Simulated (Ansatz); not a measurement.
**Structure optimisation: zirconium, A15**

All numbers below come from DFT, BLYP, plane waves (420 eV) with PAW, scalar-relativistic in Ansatz. (PAW data from PBE, frozen cores regenerated.)

k-point mesh 5×5×5, Fermi-Dirac smearing 0.1 eV, no spin polarisation. Cell and atoms relax.

Starting structure:

```yaml
crystal:
  lattice:
    - [5.7107831915, 0.0, 0.0]
    - [0.0, 5.7107831915, 0.0]
    - [0.0, 0.0, 5.7107831915]
  atoms:
    - { symbol: Zr, position: [0.0, 0.0, 0.0] }
    - { symbol: Zr, position: [0.5, 0.5, 0.5] }
    - { symbol: Zr, position: [0.25, 0.0, 0.5] }
    - { symbol: Zr, position: [0.75, 0.0, 0.5] }
    - { symbol: Zr, position: [0.5, 0.25, 0.0] }
    - { symbol: Zr, position: [0.5, 0.75, 0.0] }
    - { symbol: Zr, position: [0.0, 0.5, 0.25] }
    - { symbol: Zr, position: [0.0, 0.5, 0.75] }
hamiltonian:
  xc: blyp
  pseudopotentials:
    kind: paw
    azcp:
      Zr: "pseudopotentials/Zr.paw.azcp"
basis:
  ecutwfc: 420
  fft_grid_basis: typed
kpoints:
  mp_grid: { grid: [5, 5, 5], shift: [0, 0, 0] }
magnetization:
  spin_polarized: false
scf:
  occupations: { method: fermi_dirac, width: 0.1 }
relax:
  max_steps: 60
  f_tol: 0.01
  cell: {}
```

The pressure at the start is 2.4 GPa. By how much does the volume change?

From 23.28 to 23.95 Å³ per atom, 2.9 %. The final cell has a = 5.765 Å.

How much energy does the relaxation gain?

4.9 meV per atom.

Path of the relaxation (the plane waves are chosen anew near the end, which can shift the energy a little):

```tsv
step	E − E(final) (meV/atom)	V (Å³/atom)	P (GPa)	max force (eV/Å)
0	4.89	23.281	2.39	0.000
1	0.11	23.978	-0.10	0.000
2	0.10	23.951	0.00	0.000
3	0.00	23.951	0.00	0.000
```
